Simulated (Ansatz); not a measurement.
Here is the system:

TaSb2:
```cif
data_Sb4Ta2
_chemical_formula_sum 'Ta2 Sb4'
_space_group_name_H-M_alt 'P 1'
_space_group_IT_number 1
_cell_length_a 5.45607
_cell_length_b 5.45607
_cell_length_c 8.35544
_cell_angle_alpha 61.489
_cell_angle_beta 118.511
_cell_angle_gamma 140.466
loop_
_space_group_symop_operation_xyz
  'x, y, z'
loop_
_atom_site_label
_atom_site_type_symbol
_atom_site_fract_x
_atom_site_fract_y
_atom_site_fract_z
_atom_site_occupancy
Ta1 Ta 0.84900 0.15100 0.81076 1
Ta2 Ta 0.15100 0.84900 0.18924 1
Sb1 Sb 0.14834 0.85166 0.53478 1
Sb2 Sb 0.85166 0.14834 0.46522 1
Sb3 Sb 0.40474 0.59526 0.11005 1
Sb4 Sb 0.59526 0.40474 0.88995 1
```

This is the r²SCAN-relaxed structure.

### Question
All from plane-wave PAW r²SCAN (Ansatz code), unless another level is named. Estimate the electronic character.

### Answer
metallic (no gap).

### Question
Predict the formation energy from the elements (no fitted shifts).

### Answer
-0.18 eV/atom.

### Question
Next, the density of states at the Fermi level?

### Answer
0.10 states/eV per atom (mean over ±0.08 eV).

Space group C2/m. The workflow started from a Materials Project entry (that database holds measured and hypothetical structures alike); the Crystallography Open Database copy checked does not list it. Its standing as an ambient phase is unchecked. Symmetry was held in the r²SCAN relaxation; its stability against distortions is not shown here. No spin polarisation was allowed. The references are the lowest solids computed at this level, not always the standard phases. Scalar-relativistic: spin–orbit coupling is off unless named, which matters more the heavier the elements.

Potentials: the later of the program's two PAW sets.
